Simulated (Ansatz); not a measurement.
Total density of states per atom from r²SCAN in the plane-wave PAW code Ansatz, in 0.25 eV bins, energy from the Fermi level:

```
E (eV) | states/eV/atom
    -7.85 | ############################## 6.00
    -7.60 | ##################### 4.12
    -7.35 | ##### 0.96
    -7.10 | #### 0.82
    -6.85 | ## 0.31
    -6.60 |  0.00
    -6.35 |  0.00
    -6.10 |  0.09
    -5.85 | # 0.25
    -5.60 | ## 0.33
    -5.35 | # 0.30
    -5.10 | # 0.22
    -4.85 | # 0.19
    -4.60 | # 0.19
    -4.35 | # 0.20
    -4.10 | # 0.22
    -3.85 | # 0.28
    -3.60 | # 0.25
    -3.35 | ## 0.31
    -3.10 | ## 0.45
    -2.85 | ## 0.48
    -2.60 | ## 0.47
    -2.35 | ### 0.61
    -2.10 | ### 0.64
    -1.85 | ### 0.57
    -1.60 | ## 0.50
    -1.35 | ## 0.48
    -1.10 | ### 0.68
    -0.85 | ### 0.52
    -0.60 | ## 0.36
    -0.35 | ## 0.39
    -0.10 | ## 0.38
     0.15 | ## 0.38
     0.40 | ## 0.33
     0.65 | # 0.29
     0.90 | # 0.19
     1.15 | # 0.11
     1.40 |  0.09
     1.65 | # 0.28
     1.90 | ## 0.48
     2.15 | #### 0.76
     2.40 | ### 0.68
     2.65 | ### 0.63
     2.90 | ### 0.65
     3.15 | ### 0.65
     3.40 | #### 0.74
     3.65 | #### 0.89
     3.90 | ###### 1.14
     4.15 | ###### 1.15
     4.40 | ###### 1.17
     4.65 | #### 0.89
```

Pick the material that matches.
A) ZrSi2, Cmcm (Si on 4c, Si on 4c, Zr on 4c)
B) La2Zn6Ge3, P-62m (La on 2c, Zn on 3g, Zn on 3f, Ge on 3g)
C) YTiSi, P4/nmm (Y on 2c, Ti on 2a, Si on 2c)
D) YZnSi, P-6m2 (Y on 1a, Zn on 1d, Si on 1f)

D, YZnSi, P-6m2 (Y on 1a, Zn on 1d, Si on 1f). Within 0.5 eV of the Fermi level: Y 4d 72 %, Si 3p 11 %, outside the projected shells 10 %. Projections are on Löwdin-orthogonalised atomic valence shells; empty p or d shells of many metals are not among them.

The first step of the workflow began from a Materials Project structure, measured or hypothetical; the Crystallography Open Database copy checked does not list it. With Zn and Si taken as one species the cell has the higher symmetry P6/mmm, so it may be an ordered model of a mixed-site phase. Whether it is the stable phase at ambient conditions was not checked. The cell was relaxed with r²SCAN under the symmetry of its start; whether a distortion lowers the energy is not shown. No spin polarisation was allowed. Spin–orbit coupling is left out wherever it is not named.

Potentials: the later of the program's two PAW sets.
